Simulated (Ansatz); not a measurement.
MgS:
Space group Fm-3m (No. 225); a = b = c = 5.182 Å, α = β = γ = 90.00°

```csv
atom,site,symmetry,x,y,z
Mg,4a,m-3m,0.0000,0.0000,0.0000
S,4b,m-3m,0.5000,0.5000,0.5000
```
(The calculation used a cell of 2 atoms; values per cell refer to that cell.)

Relaxed with PBEsol.

Which orbitals make up the states near the band edges in DFT-PBEsol in the program Ansatz with PAW potentials?

Top 1 eV of the valence band: S 3p 97 %. Bottom 1 eV of the conduction band: Mg 3s 74 %, S 3p 6 %, outside the projected shells 15 %. Projections are on Löwdin-orthogonalised atomic valence shells; empty p or d shells of many metals are not among them.

Tabulate the density of states.

States/eV per cell of 2 atoms, in 0.25 eV bins, energy from the valence-band maximum.

```
E (eV)  total  S 3p  Mg 3s  S 3s
------  -----  ----  -----  ----
-7.85    0.00  0.00   0.00  0.00
-7.60    0.00  0.00   0.00  0.00
-7.35    0.00  0.00   0.00  0.00
-7.10    0.00  0.00   0.00  0.00
-6.85    0.00  0.00   0.00  0.00
-6.60    0.00  0.00   0.00  0.00
-6.35    0.00  0.00   0.00  0.00
-6.10    0.00  0.00   0.00  0.00
-5.85    0.00  0.00   0.00  0.00
-5.60    0.00  0.00   0.00  0.00
-5.35    0.00  0.00   0.00  0.00
-5.10    0.00  0.00   0.00  0.00
-4.85    0.18  0.13   0.05  0.00
-4.60    0.49  0.37   0.11  0.01
-4.35    0.79  0.61   0.15  0.02
-4.10    1.81  1.51   0.23  0.04
-3.85    2.17  1.80   0.27  0.07
-3.60    0.81  0.65   0.10  0.05
-3.35    0.53  0.42   0.07  0.04
-3.10    0.83  0.72   0.06  0.03
-2.85    0.92  0.81   0.05  0.03
-2.60    0.95  0.86   0.04  0.02
-2.35    0.99  0.90   0.04  0.02
-2.10    1.21  1.10   0.05  0.02
-1.85    1.55  1.43   0.05  0.01
-1.60    1.93  1.82   0.04  0.01
-1.35    1.91  1.81   0.03  0.01
-1.10    1.91  1.84   0.01  0.01
-0.85    1.99  1.93   0.01  0.00
-0.60    1.69  1.65   0.00  0.00
-0.35    0.95  0.93   0.00  0.00
-0.10    0.39  0.38   0.00  0.00
0.15     0.00  0.00   0.00  0.00
0.40     0.00  0.00   0.00  0.00
0.65     0.00  0.00   0.00  0.00
0.90     0.00  0.00   0.00  0.00
1.15     0.00  0.00   0.00  0.00
1.40     0.00  0.00   0.00  0.00
1.65     0.00  0.00   0.00  0.00
1.90     0.00  0.00   0.00  0.00
2.15     0.00  0.00   0.00  0.00
2.40     0.00  0.00   0.00  0.00
2.65     0.00  0.00   0.00  0.00
2.90     0.05  0.00   0.04  0.00
3.15     0.12  0.01   0.09  0.01
3.40     0.18  0.01   0.14  0.01
3.65     0.25  0.02   0.17  0.01
3.90     0.34  0.03   0.21  0.01
4.15     0.43  0.04   0.24  0.02
4.40     0.61  0.06   0.27  0.03
4.65     0.93  0.08   0.32  0.04
4.90     1.40  0.12   0.43  0.06
5.15     2.06  0.18   0.61  0.09
5.40     1.60  0.14   0.41  0.09
5.65     0.83  0.05   0.14  0.03
5.90     0.62  0.03   0.08  0.02
6.15     0.97  0.05   0.11  0.01
6.40     1.78  0.09   0.15  0.01
6.65     1.33  0.07   0.12  0.01
6.90     1.28  0.06   0.12  0.01
7.15     1.27  0.05   0.10  0.01
7.40     1.46  0.05   0.09  0.01
```

Symmetry was held in the PBEsol relaxation.

Potentials: the earlier of the program's two PAW sets. The files were generated under PBE; for other functionals the program regenerates the frozen cores, and for LDA and PBEsol the local potential too.
